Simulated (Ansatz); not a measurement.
Input:

NbAlB:
```cif
data_Al4B4Nb4
_chemical_formula_sum 'Al4 B4 Nb4'
_space_group_name_H-M_alt 'Cmcm'
_space_group_IT_number 63
_space_group_name_Hall '-C 2c 2'
_cell_length_a 3.33796
_cell_length_b 14.63394
_cell_length_c 3.10238
_cell_angle_alpha 90.000
_cell_angle_beta 90.000
_cell_angle_gamma 90.000
loop_
_atom_site_label
_atom_site_type_symbol
_atom_site_symmetry_multiplicity
_atom_site_Wyckoff_symbol
_atom_site_fract_x
_atom_site_fract_y
_atom_site_fract_z
_atom_site_occupancy
Al1 Al 4 c 0.00000 0.70086 0.25000 1
B1 B 4 c 0.00000 0.53028 0.25000 1
Nb1 Nb 4 c 0.00000 0.08860 0.75000 1
```
(The calculation used a cell of 6 atoms; values per cell refer to that cell.)

This is the r²SCAN-relaxed structure.

Problem. All from plane-wave PAW r²SCAN (Ansatz code), unless another level is named. Give the electronic character.

Solution. metallic (no gap).

Problem. Give the formation energy from the elements (no fitted shifts).

Solution. -0.59 eV/atom.

Problem. Next, the density of states at the Fermi level?

Solution. 0.38 states/eV per atom (mean over ±0.08 eV).

The start of the workflow was typed in or built on a structure type; neither database checked (COD, Materials Project) lists it. Its standing as an ambient phase is unchecked. The r²SCAN relaxation kept the symmetry of its start; its stability against distortions is not shown here. No spin polarisation was allowed. The references are the lowest solids computed at this level, not always the standard phases. Spin–orbit coupling is left out wherever it is not named.

Potentials: the earlier of the program's two PAW sets. The files were generated under PBE; for other functionals the program regenerates the frozen cores, and for LDA and PBEsol the local potential too.
